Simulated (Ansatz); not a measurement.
**Data sheet: InSb (DFT)**

InSb:
```xyz
4
Lattice="4.5969 0.0000 0.0000 -2.2985 3.9811 0.0000 0.0000 0.0000 7.5651" Properties=species:S:1:pos:R:3 pbc="T T T"
In     0.0000     2.6540     0.0033
Sb     0.0000     2.6540     2.8336
In     2.2985     1.3270     3.7859
Sb     2.2985     1.3270     6.6161
```

Space group P6_3mc (No. 186), wurtzite; conventional cell a = 4.597 Å, b = 4.597 Å, c = 7.565 Å, α = 90.00°, β = 90.00°, γ = 120.00°.

Method: PBEsol in the plane-wave PAW code Ansatz. The cell and atoms are relaxed at this level. Other levels are named where they apply.

**Cell and energy**

Volume per atom: 34.61 Å³
Density: 5.68 g/cm³
Formation energy from the elements (no fitted shifts): -0.067 eV/atom

**Electronic structure**

- Electronic character = no gap, with almost no states at the Fermi level (zero-gap or semimetallic)
- Density of states at the Fermi level = 0.01 states/eV per atom (mean over ±0.08 eV)
- HSE06 gap on the PBEsol cell = 0.40 eV (a hybrid on a coarse mesh can open a false gap in a semimetal)
- Gap with spin–orbit coupling = none (metallic)

**Mechanics**

* **Bulk modulus (Birch–Murnaghan fit)**: 42.5 GPa
* **Pressure derivative B′**: 4.8

**Phonons**

* **Highest zone-centre frequency**: 5.25 THz
* **Zone-centre stability**: no imaginary mode at Γ

The start of the workflow was typed in or built on a structure type; neither database checked (COD, Materials Project) lists it. It is not the phase usual at ambient conditions (space group No. 216). The PBEsol relaxation kept the symmetry of its start. As this level gives no gap, phonon frequencies hold no LO–TO term and depend on the k-mesh and smearing (Fermi–Dirac, 0.1 eV here). The references are the lowest solids computed at this level, not always the standard phases. Spin–orbit coupling is left out wherever it is not named.

Potentials: the later of the program's two PAW sets.
